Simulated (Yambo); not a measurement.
G0W0@LDA for Li4WO5 (space group I4, No. 79) in Yambo. Reference settings: 4×4×4 Γ-centred k mesh, bands 6 to 106 and a 6 Ry block in the screening, 106 bands in G with the Bruneval-Gonze terminator, plasmon pole fitted at 27.2 eV. The LDA gap (0.25, -0.25, 0.25) → X on this mesh is 3.19 eV; G0W0 gaps are taken between the same points.

The settings were changed. The gap went from 5.43 eV to 5.99 eV, and the shift of the valence edge from -0.66 eV to -0.63 eV.

Question: Name the change that produced these shifts.
(A) 39 bands in W, 39 bands in G, 5 Ry block
(B) 39 bands in W, 39 bands in G, 3 Ry block
(C) 39 bands in W, 39 bands in G, 2 Ry block
(D) 51 bands in W, 51 bands in G, 2 Ry block

Answer: A, 39 bands in W, 39 bands in G, 5 Ry block. The others gave (gap, valence shift): 39 bands in W, 39 bands in G, 2 Ry block: 6.30, -0.96 eV; 39 bands in W, 39 bands in G, 3 Ry block: 6.07, -0.72 eV; 51 bands in W, 51 bands in G, 2 Ry block: 5.99, -0.85 eV.

Spin-orbit coupling is not included.

Geometry of the Materials Project entry, not relaxed at this level; primitive cell a = b = c = 5.059 Å, α = β = 99.48°, γ = 132.12°.

The structure is a Materials Project entry; no match was found in the copy of COD used, and its stability was not checked.

A shift is the quasiparticle energy of the state minus its LDA energy.
